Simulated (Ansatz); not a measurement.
Na₂WO₄ (spinel, Fd-3m), DFT-LDA in the program Ansatz with PAW potentials. The conduction-band minimum lies at Γ, with 1 equivalent valley. Second derivatives d²E/dk² of the lowest band at one valley (eV·Å²), along Cartesian directions:

| direction | d²E/dk² |
|---|---|
| [100] | 14.85 |
| [010] | 14.85 |
| [001] | 14.85 |
| [110] | 14.85 |
| [101] | 14.85 |
| [011] | 14.85 |

### Question
Find the principal effective masses, the density-of-states mass and the conductivity mass.

### Answer
Off-diagonal terms follow from H_xy = H[110] − (H_xx + H_yy)/2, and m*/mₑ = 7.620 eV·Å² over each eigenvalue: 0.51, 0.51, 0.51. One valley's DOS mass (m₁m₂m₃)^(1/3) = 0.51, conductivity mass 3/(Σ 1/mᵢ) = 0.51 mₑ.

### Question
What effective density of states Nc follows at 300 K for parabolic valleys?

### Answer
Nc = 2.509e19 × 1 × (0.51)^(3/2) ≈ 9.1e18 cm⁻³.

### Question
With the computed static dielectric constant 5.66 (mean of the diagonal), estimate a hydrogenic donor's binding energy and radius.

### Answer
E = 13.606 eV × 0.51/5.66² ≈ 220 meV; a = 0.529 Å × ε/m* ≈ 5.9 Å. Semilocal masses tend to be too small where the gap is.

The workflow started from a Materials Project entry (that database holds measured and hypothetical structures alike); the Crystallography Open Database files this formula in space group No. 227, but the cells were not matched. Its standing as an ambient phase is unchecked. The LDA relaxation kept the symmetry of its start; of distortions, only those at the zone centre were tested. No spin polarisation was allowed. No Hubbard U is applied. Scalar-relativistic: spin–orbit coupling is off unless named, which matters more the heavier the elements.

Potentials: the later of the program's two PAW sets.
